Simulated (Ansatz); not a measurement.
TiRh (space group P4/mmm)

```
TiRh
1.0
    2.89432     0.00000     0.00000
    0.00000     2.89432     0.00000
    0.00000     0.00000     6.71248
Ti Rh
2 2
Cartesian
  1.44716   1.44716   1.67812
  1.44716   1.44716   5.03436
  0.00000   0.00000   0.00000
  0.00000   0.00000   3.35624
```

A phonon eigenvector at Z = (0.0, 0.0, 0.5) is frozen into this cell: atom i moves by Q times the vector below, so Q is the largest atomic displacement, in Å. The cell is held. It is one choice among 2 degenerate patterns. (q is in reciprocal vectors of the primitive cell; the cell shown is doubled to hold the pattern.)

```tsv
atom	x	y	z
Rh3	0.000	1.000	0.000
Rh4	0.000	-1.000	0.000
```

Atoms not listed stay in place.

These are LDA (plane waves to 420 eV, PAW, scalar-relativistic; Ansatz, a first-principles code) values and carry that method's errors. k mesh 16×16×7 (Γ-centred), Fermi-Dirac smearing 0.05 eV. Compression counts positive. With partly filled bands, energies and forces of such displacements shift with the k mesh and the smearing. TiRh is run without spin polarisation. TiRh was relaxed with its symmetry unable to fall. 

```tsv
Q (Å)	−dE/dQ from forces (eV/Å)	P (GPa)
-0.180	1.180	1.6
-0.150	0.930	1.1
-0.120	0.700	0.7
-0.090	?	0.4
-0.060	?	0.2
-0.030	0.151	0.1
0.000	0.000	0.0
0.030	-0.151	0.1
0.060	?	0.2
0.090	?	0.4
0.120	-0.700	0.7
0.150	-0.930	1.1
0.180	-1.180	1.6
```

Q: Some entries are withheld; supply them.

A: 
- -0.090, −dE/dQ from forces (eV/Å): 0.494
- -0.060, −dE/dQ from forces (eV/Å): 0.313
- 0.060, −dE/dQ from forces (eV/Å): -0.313
- 0.090, −dE/dQ from forces (eV/Å): -0.494

(A displaced cell: forces are minus the slopes of the energy, force constants its curvatures, and phonons follow from these.)
